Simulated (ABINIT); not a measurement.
ABINIT input for ScAl3, PBE with JTH PAW datasets:

```
pp_dirpath "./pseudo"
pseudos "Sc.GGA_PBE-JTH.xml, Al.GGA_PBE-JTH.xml"

acell 3*1.0 angstrom
rprim
    4.087810000000     0.000000000000     0.000000000000
    0.000000000000     4.087810000000     0.000000000000
    0.000000000000     0.000000000000     4.087810000000
ntypat 2
znucl 21 13
natom 4
typat 1 2 2 2
xred
    0.000000000000     0.000000000000     0.000000000000
    0.500000000000     0.000000000000     0.500000000000
    0.000000000000     0.500000000000     0.500000000000
    0.500000000000     0.500000000000     0.000000000000
tolsym 1e-5
chksymtnons 0
chkprim 0

ecut 20
pawecutdg 40
pawovlp 20
ngkpt 10 10 10
nshiftk 1
shiftk 0 0 0
nband 13
occopt 3
tsmear 0.003
tolvrs 1e-10
nstep 90

nucefg 2
quadmom 0.22 0.1466
nucfc 1
prtwf 0
prtden 0
prteig 0
prtebands 0
prtgsr 0
```

Geometry: a computed entry of the Materials Project; it was not checked against measured cells. It is ScAl3 in Pm-3m; whether this form has been observed was not checked. Stability against distortions was not tested. The run has no spin polarisation.

Each row changes or adds one setting. The quadmom values are sizes without sign and don't touch the SCF cycle. The limit is 90 steps.  The run is metallic or nearly gapless at this level (smeared occupations).

```json
[
 {"setting typed": "as in the input", "SCF steps": "12", "k-points": "56", "converged": "yes"},
 {"setting typed": "diemac = 1000", "SCF steps": "12", "k-points": "56", "converged": "yes"},
 {"setting typed": "diemix = 0.4", "SCF steps": "14", "k-points": "56", "converged": "yes"},
 {"setting typed": "iscf = 3", "SCF steps": "16", "k-points": "56", "converged": "yes"},
 {"setting typed": "nline = 2", "SCF steps": "38", "k-points": "56", "converged": "yes"},
 {"setting typed": "nline = 8", "SCF steps": "10", "k-points": "56", "converged": "yes"},
 {"setting typed": "npulayit = 2", "SCF steps": "12", "k-points": "56", "converged": "yes"},
 {"setting typed": "npulayit = 3", "SCF steps": "12", "k-points": "56", "converged": "yes"},
 {"setting typed": "wfoptalg = 14", "SCF steps": "9", "k-points": "56", "converged": "yes"}
]
```

Fewest SCF steps among converged rows: 9 (wfoptalg = 14); most steps: 38 (nline = 2). Steps of different solvers differ in work.
